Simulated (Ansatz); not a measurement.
Relaxed TiO2 (anatase):

```
CELL_PARAMETERS angstrom
     -1.88489     1.88489     4.77588
      1.88489    -1.88489     4.77588
      1.88489     1.88489    -4.77588
ATOMIC_POSITIONS crystal
  Ti 0.50000 0.50000 0.00000
  Ti 0.25000 0.75000 0.50000
  O  0.29247 0.29247 0.00000
  O  0.04247 0.54247 0.50000
  O  0.45753 0.95753 0.50000
  O  0.70753 0.70753 0.00000
```

In each cell atom 6 (O, nearest neighbour Ti at 1.928 Å; its periodic images, 3.8 Å or more away, move with it) moves by s·(0.577, 0.577, 0.577) (along Cartesian [111]), the rest being held.

Calculation: PBEsol (plane waves to 420 eV, PAW, scalar-relativistic; Ansatz, an electronic-structure program). k mesh 10×10×10 (Γ-centred), Fermi-Dirac smearing 0.05 eV. Energies are smeared free energies. TiO2 is run without spin polarisation. TiO2 was relaxed with its symmetry unable to fall. The zero of ΔE is the undisplaced structure.

```tsv
s (Å)	ΔE (meV/cell)
-0.190	194.7
-0.152	123.2
-0.114	68.5
-0.076	30.1
-0.038	7.4
0.000	0.0
0.038	7.3
0.076	28.9
0.114	64.4
0.152	113.8
0.190	176.9
```

### Question
What force constant k = d²E/ds² at s = 0 does the table give?

### Answer
10 eV/Å². It is the second difference of the nearest points, corrected with the next pair.

### Question
With k = 10.20 eV/Å² from the forces, is the well harmonic out to s = 0.190 Å?

### Answer
½ks² = 184.0 meV/cell against the computed 176.9 meV/cell, so the well is close to harmonic there.

(A displaced cell: forces are minus the slopes of the energy, force constants its curvatures, and phonons follow from these.)
